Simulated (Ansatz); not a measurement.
A relaxation computed with Ansatz, from input to last step.

```yaml
crystal:
  lattice:
    - [5.3479734146, 0.0, 0.0]
    - [0.0, 5.3479734146, 0.0]
    - [0.0, 0.0, 3.2594060005]
  atoms:
    - { symbol: Hf, position: [0.2954633021, 0.2954633021, 0.0] }
    - { symbol: Hf, position: [0.7045366979, 0.7045366979, 0.0] }
    - { symbol: Hf, position: [0.7954633021, 0.2045366979, 0.5] }
    - { symbol: Hf, position: [0.2045366979, 0.7954633021, 0.5] }
    - { symbol: "N", position: [0.0, 0.0, 0.0] }
    - { symbol: "N", position: [0.5, 0.5, 0.5] }
basis:
  ecutwfc: 420
kpoints:
  mp_grid: { grid: [8, 8, 12] }
hamiltonian:
  xc: pbesol
scf:
  occupations: { method: gaussian, width: 0.1 }
output:
  forces: true
  stress: true
  eigenvalues: true
relax:
  adjacent_minimum: "off"
  f_tol: 0.01
  max_steps: 30
  cell: { stress_tol: 0.1, fix: [volume] }
```

```bash
ansatz run input.yaml --threads 1 --pin off --max-ram 2560MiB --backend cpu --events-out ev --progress --plain --runs-dir out
```

The calculation used DFT PBEsol, scalar-relativistic, plane waves, PAW (Ansatz 0.2.0).

The volume is held at 1.03 times that of the relaxed cell.

Of 5 frames 4 are shown, positions in Å and forces in eV/Å; the SCF threshold varies from step to step. Steps run on the plane waves of an earlier cell, with a Pulay correction in the pressure. The basis is chosen afresh for the last frame, the zero of the energies, and at times for earlier ones too; energy and pressure step there, also at an unchanged geometry. The mark taken_back stands on steps that the optimiser undid.

```xyz
6
Lattice="5.3480 0.0000 0.0000 0.0000 5.3480 0.0000 0.0000 0.0000 3.2594" Properties=species:S:1:pos:R:3:forces:R:3 pbc="T T T" step=1 free_energy_over_end_meV_per_atom=0.06 pressure_GPa=-5.77
Hf    1.5801    1.5801    0.0000    0.0315    0.0315    0.0000
Hf    3.7678    3.7678    0.0000   -0.0315   -0.0315    0.0000
Hf    4.2541    1.0939    1.6297    0.0315   -0.0315    0.0000
Hf    1.0939    4.2541    1.6297   -0.0315    0.0315    0.0000
N     0.0000    0.0000    0.0000    0.0000    0.0000    0.0000
N     2.6740    2.6740    1.6297    0.0000    0.0000    0.0000
6
Lattice="5.3485 0.0000 0.0000 0.0000 5.3485 0.0000 0.0000 0.0000 3.2588" Properties=species:S:1:pos:R:3:forces:R:3 pbc="T T T" step=2 free_energy_over_end_meV_per_atom=0.01 pressure_GPa=-5.73
Hf    1.5822    1.5822    0.0000    0.0057    0.0057    0.0000
Hf    3.7663    3.7663    0.0000   -0.0057   -0.0057    0.0000
Hf    4.2564    1.0921    1.6294    0.0057   -0.0057    0.0000
Hf    1.0921    4.2564    1.6294   -0.0057    0.0057    0.0000
N     0.0000    0.0000    0.0000    0.0000    0.0000    0.0000
N     2.6742    2.6742    1.6294    0.0000    0.0000    0.0000
6
Lattice="5.3521 0.0000 0.0000 0.0000 5.3521 0.0000 0.0000 0.0000 3.2544" Properties=species:S:1:pos:R:3:forces:R:3 pbc="T T T" step=3 free_energy_over_end_meV_per_atom=0.01 pressure_GPa=-5.71 taken_back
Hf    1.5837    1.5837    0.0000    0.0020    0.0020    0.0000
Hf    3.7683    3.7683    0.0000   -0.0020   -0.0020    0.0000
Hf    4.2598    1.0923    1.6272    0.0020   -0.0020    0.0000
Hf    1.0923    4.2598    1.6272   -0.0020    0.0020    0.0000
N     0.0000    0.0000    0.0000    0.0000    0.0000    0.0000
N     2.6760    2.6760    1.6272    0.0000    0.0000    0.0000
6
Lattice="5.3502 0.0000 0.0000 0.0000 5.3502 0.0000 0.0000 0.0000 3.2567" Properties=species:S:1:pos:R:3:forces:R:3 pbc="T T T" step=5 free_energy_over_end_meV_per_atom=0.00 pressure_GPa=-5.72
Hf    1.5832    1.5832    0.0000   -0.0002   -0.0002    0.0000
Hf    3.7670    3.7670    0.0000    0.0002    0.0002    0.0000
Hf    4.2583    1.0919    1.6284   -0.0002    0.0002    0.0000
Hf    1.0919    4.2583    1.6284    0.0002   -0.0002    0.0000
N     0.0000    0.0000    0.0000    0.0000    0.0000    0.0000
N     2.6751    2.6751    1.6284    0.0000    0.0000    0.0000
```

Time: 2 min on 1 thread of Intel(R) Xeon(R) 6975P-C (Granite Rapids), with other jobs on the host, peak memory 0.76 GiB.

Spin–orbit coupling is left out, which can shift energies with elements as heavy as these.